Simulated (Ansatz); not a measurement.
## Ba$_{2}$Cd under compression and expansion

Space group I4/mmm (No. 139). a = 4.272 Å, b = 4.272 Å, c = 15.200 Å, α = 90.00°, β = 90.00°, γ = 90.00°
| atom | site | symmetry | x | y | z |
| --- | --- | --- | --- | --- | --- |
| Ba | 4e | 4mm | 0.0000 | 0.0000 | 0.3700 |
| Cd | 2a | 4/mmm | 0.0000 | 0.0000 | 0.0000 |

The runs use the primitive cell with vectors (-2.136, 2.136, 7.600), (2.136, -2.136, 7.600), (2.136, 2.136, -7.600) Å, to which the k mesh refers.

Symmetry: I4/mmm, No. 139, tetragonal system. Conventional cell: a = 4.272 Å, b = 4.272 Å, c = 15.200 Å, α = 90.00°, β = 90.00°, γ = 90.00°. Around Ba (site symmetry 4mm) lie 4 Cd at 3.61 Å and 1 Ba at 3.95 Å. Around Cd (site symmetry 4/mmm) lie 8 Ba at 3.61 Å.

The cell is COD entry 1542138, as deposited and not checked against the literature; nothing was relaxed.

No spin–orbit coupling, which matters for the heavy atoms here.

Levels of theory: DFT, PBEsol, all-electron LAPW, scalar-relativistic (Ansatz 0.2.0); DFT, PBEsol, PAW with Ansatz's default frozen-core files, scalar-relativistic (Ansatz 0.2.0).

For LAPW: a Γ-centred 14×14×14 k mesh, Fermi–Dirac smearing of 0.05 eV, basis error target 0.5 meV/atom, no spin polarisation. PAW takes a cutoff of 420 eV at this cell (files made with PBE, cores remade for this functional). The Ansatz runs share mesh, smearing and spin set-up. Plane-wave (PAW) pressures include the program's estimate of the Pulay term.

The cell above is scaled evenly, with fractional coordinates and shape held.

| V/V(cell) | V (Å³/atom) | P, LAPW (GPa) | P, PAW (GPa) |
| --- | --- | --- | --- |
| 0.9400 | 43.459 | 0.17 | 0.17 |
| 0.9600 | 44.384 | -0.19 | -0.19 |
| 0.9800 | 45.309 | ? | ? |
| 0.9900 | 45.771 | -0.67 | -0.67 |
| 1.0000 | 46.233 | -0.82 | -0.82 |
| 1.0100 | 46.696 | -0.96 | -0.96 |
| 1.0200 | 47.158 | -1.09 | -1.09 |
| 1.0400 | 48.083 | -1.33 | -1.33 |
| 1.0600 | 49.007 | -1.54 | -1.54 |

Fill in the row V/V(cell) = 0.9800.

P, LAPW (GPa) = -0.52, P, PAW (GPa) = -0.52.

What do Birch–Murnaghan fits to the pressures give?

LAPW: V0 = 43.88 Å³/atom, B0 = 17 GPa, B0′ = 3.9; PAW: V0 = 43.88 Å³/atom, B0 = 17 GPa, B0′ = 3.9.

PAW's V0 lies 0.00 % from the all-electron value and its B0 0.0 %. With shape and internal coordinates held, B0 is an upper bound to the relaxed modulus.
